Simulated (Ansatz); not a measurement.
## Ge: a film clamped to a substrate

The calculation used Ansatz 0.2.0, DFT r2SCAN, scalar-relativistic, plane waves, PAW. Cutoff 500 eV, Γ-centred 12×12×6 k-points, Gaussian smearing of 0.03 eV. No spin polarisation. Energies are free energies at this smearing, counted from the undisturbed cell; pressure is positive in compression.

Zero of the scan (relaxed at this level; this form isn't the usual structure):

```yaml
crystal:
  lattice:
    - [3.99565, 0.00000, 0.00000]
    - [-1.99782, 3.46033, 0.00000]
    - [0.00000, 0.00000, 6.60271]
  atoms:
    - { symbol: Ge, position: [0.66667, 0.33333, 0.06298] }
    - { symbol: Ge, position: [0.33333, 0.66667, 0.56298] }
    - { symbol: Ge, position: [0.66667, 0.33333, 0.43702] }
    - { symbol: Ge, position: [0.33333, 0.66667, 0.93702] }
```

The cell (4 atoms, V0 = 91.29 Å³) is strained by p along both x and y and by q along z, fractional coordinates fixed. τp = (1/V0) ∂E/∂p = (σxx + σyy)(1 + p)(1 + q) and τq = (1/V0) ∂E/∂q = σzz(1 + p)², with tension positive.

```
     p q  ΔE (meV/atom)  τp (GPa)  τq (GPa)
 0.000   0.000           0.00      0.01      0.00
-0.015   0.000           6.89     -6.62     -0.29
 0.015   0.000           6.20      5.63      0.27
 0.000  -0.015           3.31     -0.29     -3.17
 0.000   0.015           3.01      0.25      2.75
```

Problem. Get the second derivatives of the energy density.

Solution. Central differences give A = ∂τp/∂p = 409 GPa (C11 + C22 + 2 C12), C = ∂τq/∂q = 197 GPa (C33) and the cross term B = ∂τq/∂p = 18.5 GPa (C13 + C23); ∂τp/∂q = 18.2 GPa must equal B, and any difference shows higher-order terms. The ions are clamped.

Problem. A film of this crystal grows with z along the normal on a substrate that imposes p. How does its thickness respond, and what does the misfit cost?

Solution. Count p and q from the stress-free cell. A free surface needs τq = 0, so q = −(B/C) p = -0.09 p. The energy density left is (A − B²/C) p²/2 = M p², with the biaxial modulus M = 203 GPa; a misfit of 1 % costs 2.90 meV/atom, against 2.91 meV/atom if the thickness were held.

At p = -0.030 the energies along q are 46.0 (q = -0.030), 33.8 (q = -0.015), 29.0 (q = 0.000), 30.7 (q = 0.015), 37.8 (q = 0.030) meV/atom.

Problem. Does the linear rule hold at this misfit?

Solution. A parabola through the lowest point and its neighbours has its minimum at q = 0.004, 28.8 meV/atom. With the stress left in the starting cell, τp0 and τq0, linear elasticity gives q = −(τq0 + Bp)/C = 0.003 and E = V0(τp0 p + τq0 q + Ap²/2 + Bpq + Cq²/2)/N = 26.0 meV/atom. The energies differ by more than a tenth, so the quadratic law fails here: the gap holds the anharmonic part, with some error from the wide steps. Cubic terms also shift the vertex of so wide a parabola.

Forces appear on the atoms along this scan, and letting them relax would lower the energy and soften the response. The gap closes along the scan, which can put kinks into the curve.